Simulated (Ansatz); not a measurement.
The cell below belongs to a search over invented structures; it isn't taken from experiment.

Input and command of a plane-wave DFT calculation in Ansatz:

```yaml
crystal:
  lattice:
    - [7.2610468097, -1.8352210677, 0.0]
    - [7.2610468097, 1.8352210677, 0.0]
    - [-2.7757441769, 0.0, 5.711128116]
  atoms:
    - { symbol: Zr, position: [0.5, 0.5, 0.5] }
    - { symbol: Hf, position: [0.0, 0.0, 0.0] }
    - { symbol: S, position: [0.389402147, 0.389402147, 0.0538516988] }
    - { symbol: S, position: [0.8891882776, 0.8891882776, 0.5580095817] }
    - { symbol: S, position: [0.610597853, 0.610597853, 0.9461483012] }
    - { symbol: S, position: [0.1108117224, 0.1108117224, 0.4419904183] }
basis:
  ecutwfc: 420
kpoints:
  mp_grid: { grid: [8, 8, 6] }
hamiltonian:
  xc: pbe
scf:
  occupations: { method: gaussian, width: 0.02 }
output:
  forces: true
  stress: true
  eigenvalues: true
  write_density: true
  write_potential: true
  elf: true
  volumetric_format: npy
relax:
  adjacent_minimum: "off"
  f_tol: 0.01
  max_steps: 80
  cell: { stress_tol: 0.05 }
```

```bash
ansatz run input.yaml --threads 1 --pin off --max-ram 2560MiB --backend cpu --events-out ev --progress --plain --runs-dir out
```

Processor: Intel(R) Xeon(R) Processor @ 2.50GHz (Skylake/Cascade Lake), 1 thread, on a host shared with other jobs.

Problem. How long does it run, and how much memory does it take?

Solution. About 11 min, peak memory 0.79 GiB. It solves 38 bands at 114 k points (after reduction by symmetry) with about 3079 plane waves (on the last cell), in 51 SCF iterations over 7 ionic steps.
